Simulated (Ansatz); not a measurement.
A distorted cell of CaSe (rock salt):

```
CELL_PARAMETERS angstrom
      0.00000     3.04758     2.92568
      3.04758     0.00000     2.92568
      3.04758     3.04758     0.00000
ATOMIC_POSITIONS crystal
  Ca 0.00000 0.00000 0.00000
  Se 0.50000 0.50000 0.50000
```

Computed with r2SCAN (plane waves to 500 eV, PAW, scalar-relativistic; Ansatz, a quantum-chemistry and plane-wave program). k mesh 10×10×10 (Γ-centred), Fermi-Dirac smearing 0.05 eV. The energy includes the smearing's −TS. Stress and pressure are positive under compression. CaSe was relaxed with its symmetry unable to fall.

Q: Give the stress tensor in GPa and the pressure.

A: 
```
   -2.8      0.0      0.0
    0.0     -2.8      0.0
    0.0      0.0      0.6
```
The pressure, a third of the trace, is -1.7 GPa.

Q: It is the relaxed cell deformed to V/V₀ = 1.040, (c/a)/(c/a)₀ = 0.960, c along z, fractional positions held. What is its energy relative to the relaxed cell?

A: 14.2 meV/atom.

(A scan under strain: stresses follow from slopes of the energy per volume, elastic moduli from its curvatures.)
